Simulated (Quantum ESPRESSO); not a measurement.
# Strain and stress in BSi3NC3

Calculated results; nothing here was measured. They come from pw.x of Quantum ESPRESSO 7.5, a plane-wave density functional program, with PseudoDojo standard norm-conserving files (v0.5 for PBE, v0.4.1 for LDA and PBEsol). The cells are made up: elements, strain and atom displacements were drawn at random, and nothing was relaxed. There is no spin polarisation, spin-orbit coupling or dispersion term.

The cell has 8 sites of a wurtzite lattice (rectangular cell). Sites 1 to 4 hold B Si Si Si; sites 5 to 8 hold N C C C. Cell vectors in Å: (3.069, 0.008, 0.000); (0.013, 5.315, 0.000); (0.000, 0.000, 5.011). Settings: PBE, cutoff 1143 eV, 6 x 4 x 4 k mesh shifted by half a step, Fermi-Dirac smearing of 0.025 eV.

Each run adds a shear xy (given as the tensor component) to one cell, with the atoms carried along; the vectors above are those of run 4. Stress is positive in tension and P is minus a third of its trace. E is the free energy for each atom above the lowest run shown. The last column is band 17 less band 16 at Gamma, from a band step after each run.

| run | strain (%) | s_xx (GPa) | s_yy (GPa) | s_zz (GPa) | s_xy (GPa) | P (GPa) | E (meV/atom) | level step at Gamma (eV) |
| --- | --- | --- | --- | --- | --- | --- | --- | --- |
| 1 | -2.38 | 13.90 | 18.20 | 7.71 | -10.09 | -13.27 | 15.74 | 1.785 |
| 3 | -0.79 | 13.63 | 18.78 | 7.59 | -3.78 | -13.33 | 2.19 | 1.830 |
| 4 | 0.25 | 13.24 | 18.83 | 7.51 | 0.35 | -13.19 | 0.00 | 1.859 |
| 5 | 1.29 | 12.69 | 18.63 | 7.42 | 4.49 | -12.91 | 3.01 | 1.886 |
| 6 | 1.98 | 12.22 | 18.35 | 7.37 | 7.24 | -12.64 | 7.99 | 1.903 |
| 7 | 2.30 | 11.98 | 18.18 | 7.34 | 8.52 | -12.50 | 11.03 | 1.909 |
| 2 | -1.47 | ? | ? | ? | ? | ? | ? | ? |

A rerun of one of these cells at 1437 eV and k mesh 8 x 6 x 6 moved values by no more than 0.003 eV in the cell's energy, 0.09 GPa in stress and 0.005 eV/Å in force.

## Worked fit

A parabola through the six runs shown gives s_xy = -0.64 + 3.98 e + 0.003 e² GPa, with e in per cent and a scatter of 0.01 GPa. The slope is a stiffness of 398 ± 1 GPa for each unit of this strain at e = 0, twice a shear constant under the stress shown, since the tensor component is half the shear angle. The atoms are clamped, and relaxing them would in general lower it. The error is the larger of the fit's own and the change that a cubic makes, rounded up.

## Withheld run

Question: what s_xy should run 2 give?

The fit gives -6.48 GPa. The calculation gave -6.48 GPa.

| run | strain (%) | s_xx (GPa) | s_yy (GPa) | s_zz (GPa) | s_xy (GPa) | P (GPa) | E (meV/atom) | level step at Gamma (eV) |
| --- | --- | --- | --- | --- | --- | --- | --- | --- |
| 2 | -1.47 | 13.79 | 18.61 | 7.64 | -6.48 | -13.35 | 6.49 | 1.811 |